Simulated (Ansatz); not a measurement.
A relaxed structure of SnSe is spoiled in several ways and relaxed again each time (noise and exchanges are one random draw each; squeezed and stretched starts keep its symmetry, which their runs cannot lower; pressure is positive under compression). Method: PBEsol (plane waves to 420 eV, PAW, scalar-relativistic; Ansatz, a first-principles code).

```cif
data_Se4Sn4
_chemical_formula_sum 'Sn4 Se4'
_space_group_name_H-M_alt 'Pnma'
_space_group_IT_number 62
_space_group_name_Hall '-P 2ac 2n'
_cell_length_a 11.43835
_cell_length_b 4.15220
_cell_length_c 4.36168
_cell_angle_alpha 90.000
_cell_angle_beta 90.000
_cell_angle_gamma 90.000
loop_
_atom_site_label
_atom_site_type_symbol
_atom_site_symmetry_multiplicity
_atom_site_Wyckoff_symbol
_atom_site_fract_x
_atom_site_fract_y
_atom_site_fract_z
_atom_site_occupancy
Sn1 Sn 4 c 0.11802 0.25000 0.09517 1
Se1 Se 4 c 0.35719 0.25000 0.02312 1
```

| change | first pressure (GPa) | largest first force (eV/Å) | released (eV/atom) | moves | outcome | final group | E − E(parent) (eV/atom) |
|---|---|---|---|---|---|---|---|
| with one Se and one Sn atom exchanged in a cell of 8 atoms | 0 | 1.6 | 0.12 to 0.17 | 24 | trapped higher | P4/mmm | +0.31 |
| squeezed uniformly to 80 % of its volume | 20.6 | 1.55 | 0.27 | 15 | returns to the parent | Pnma | 0.000 |
| stretched uniformly to 115 % of its volume | -5.8 | 0.66 | 0.08 | 11 | returns to the parent | Pnma | 0.000 |

First-step values come from each run's starting, coarser k-mesh (2×6×5, 3×6×6, 2×5×5). The runs use different k-meshes, so differences are rounded accordingly. No spin polarisation in the result.
